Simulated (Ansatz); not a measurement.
One crystal and one scan (energy against volume) at two levels, PBE (plane waves to 420 eV, PAW, scalar-relativistic; Ansatz, a quantum-chemistry and plane-wave program) and r2SCAN (plane waves to 500 eV, PAW, scalar-relativistic; Ansatz), each from its own relaxed cell and on its own mesh.

The crystal is PbF2 (fluorite); the cell is scaled evenly about its relaxed volume V₀.

E stands for the smeared free energy. PbF2 was relaxed with its symmetry unable to fall. Spin-orbit coupling is left out, though Pb is heavy. Both scans cover V/V₀ from 0.900 to 1.100.

| quantity | run 1 | run 2 |
|---|---|---|
| Lattice constant a (Å) | 5.921 | 6.001 |
| Band gap of the relaxed cell, no spin-orbit coupling (eV) | 4.93 | 4.42 |
| Pressure at the smallest volume (GPa) | 10.4 | 9.0 |
| Energy cost of the largest compression (meV/atom) | 51.0 | 45.8 |
| Energy cost of the largest expansion (meV/atom) | 34.7 | 31.1 |
| Bulk modulus B₀ (third-order Birch-Murnaghan fit) (GPa) | 77.2 | 66.5 |
| Pressure for 5 % compression (fit) (GPa) | 4.5 | 3.9 |

Task: Which run is which level?

Result: Run 2 is PBE, run 1 is r2SCAN. PBE gives the higher value for: lattice constant a. PBE gives the lower value for: band gap of the relaxed cell, no spin-orbit coupling; pressure at the smallest volume; energy cost of the largest compression; energy cost of the largest expansion; bulk modulus B₀; pressure for 5 % compression. For the lattice constant a the reference is 5.94 Å (measured, room temperature or unstated; as given in E. Cadelano, G. Cappellini, The European Physical Journal B (2011), arXiv:1107.5962): it holds thermal shifts, so no verdict is drawn. For the bulk modulus B₀ the reference is 64 GPa (measured, room temperature or unstated; as given in E. Cadelano, G. Cappellini, The European Physical Journal B (2011), arXiv:1107.5962): it holds thermal shifts, so no verdict is drawn.  Neither level is exact: the differences show how much the result hangs on the functional.

(A scan under strain: stresses follow from slopes of the energy per volume, elastic moduli from its curvatures.)
